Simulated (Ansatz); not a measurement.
TlI:
```
TlI
1.0
    4.24541     0.00000     0.00000
    0.00000     4.24541     0.00000
    0.00000     0.00000     4.24541
Tl I
1 1
Direct
  0.00000   0.00000   0.00000
  0.50000   0.50000   0.50000
```

r²SCAN+D4 (plane waves, PAW; program Ansatz) gives a gap of 2.07 eV without spin–orbit coupling, maximum on the Γ–R line, 34 % of the way from Γ, minimum at R.

Problem. What happens when spin–orbit coupling is switched on?

Solution. The gap drops by 0.87 eV, to 1.20 eV; maximum at X, minimum at R.

Problem. Give the electron effective mass with spin–orbit coupling.

Solution. 0.28 mₑ (isotropic).

Problem. Give the hole effective mass with spin–orbit coupling.

Solution. 0.34, 0.34, 0.46 mₑ (principal values).

Space group Pm-3m (CsCl type). The workflow started from a Materials Project entry (that database holds measured and hypothetical structures alike); the Crystallography Open Database files this formula in space group No. 221, but the cells were not matched. Whether it is the stable phase at ambient conditions was not checked. Symmetry was held in the r²SCAN+D4 relaxation; its stability against distortions is not shown here.

Potentials: the later of the program's two PAW sets.
